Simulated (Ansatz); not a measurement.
ZrCu5:
```yaml
crystal:
  lattice:
    - [0.00000, 3.39433, 3.39433]
    - [3.39433, 0.00000, 3.39433]
    - [3.39433, 3.39433, 0.00000]
  atoms:
    - { symbol: Zr, position: [0.00000, 0.00000, 0.00000] }
    - { symbol: Cu, position: [0.25000, 0.25000, 0.25000] }
    - { symbol: Cu, position: [0.62422, 0.62422, 0.62422] }
    - { symbol: Cu, position: [0.62422, 0.62422, 0.12733] }
    - { symbol: Cu, position: [0.62422, 0.12733, 0.62422] }
    - { symbol: Cu, position: [0.12733, 0.62422, 0.62422] }
```

Relaxed with PBEsol. Special points in fractions of this cell's reciprocal vectors: Γ (0.000, 0.000, 0.000); X (0.500, 0.000, 0.500); U (0.625, 0.250, 0.625); K (0.375, 0.375, 0.750); L (0.500, 0.500, 0.500); W (0.500, 0.250, 0.750).

Q: List the band energies nearest the Fermi level at these points for PBEsol (plane waves, PAW; program Ansatz).

A: In eV from the Fermi level; about four levels below and three above (degenerate sets whole), none deeper than 8.9 eV; points with the same levels are listed once.

| k | below | above |
|---|---|---|
| Γ | -1.14 -1.14 -1.14 -0.34 | 0.21 0.21 3.67 3.67 3.67 |
| X | -2.21 -1.79 -0.03 -0.03 | 0.49 1.24 1.67 1.67 |
| U | -2.17 -1.92 -0.70 -0.14 | 1.35 1.53 1.74 |
| L | -1.65 -0.46 -0.46 -0.31 | 1.20 1.20 1.82 |
| W | -2.12 -2.10 -1.87 -1.50 | 0.53 1.23 1.27 |

Space group F-43m. The first step of the workflow began from a Materials Project structure, measured or hypothetical; the Crystallography Open Database files this formula in space group No. 216, but the cells were not matched. Whether it is the stable phase at ambient conditions was not checked. Symmetry was held in the PBEsol relaxation; its stability against distortions is not shown here. No spin polarisation was allowed. Scalar-relativistic: spin–orbit coupling is off unless named, which matters more the heavier the elements.

Potentials: the later of the program's two PAW sets.
